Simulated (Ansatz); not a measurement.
SiRu (CsCl type, Pm-3m), LDA (plane waves, PAW; program Ansatz), all energies at zero smearing, with the estimated change up to a 700 eV cutoff added, with one set of potentials and settings (totals compare only within such a set). Cell of 2 atoms (1 Si, 1 Ru): -6368.393 eV.

| element | reference phase | E (eV/atom) |
|---|---|---|
| Si | Fd-3m, 2 atoms in the cell | -608.6500 |
| Ru | P6_3/mmc, 2 atoms in the cell | -5758.3313 |

Formation energy per atom, worked out: (-6368.393 − 1×(-608.6500) − 1×(-5758.3313))/2 = -0.706 eV/atom (-68 kJ per mol of atoms), at 0 K, without zero-point energy or fitted corrections.

The first step of the workflow began from a Materials Project structure, measured or hypothetical; the Crystallography Open Database copy checked does not list it. Whether it is the stable phase at ambient conditions was not checked. Symmetry was held in the LDA relaxation; whether a distortion lowers the energy is not shown. No spin polarisation was allowed. The references are the lowest solids computed at this level, not always the standard phases.

Potentials: the earlier of the program's two PAW sets. The files were generated under PBE; for other functionals the program regenerates the frozen cores, and for LDA and PBEsol the local potential too.
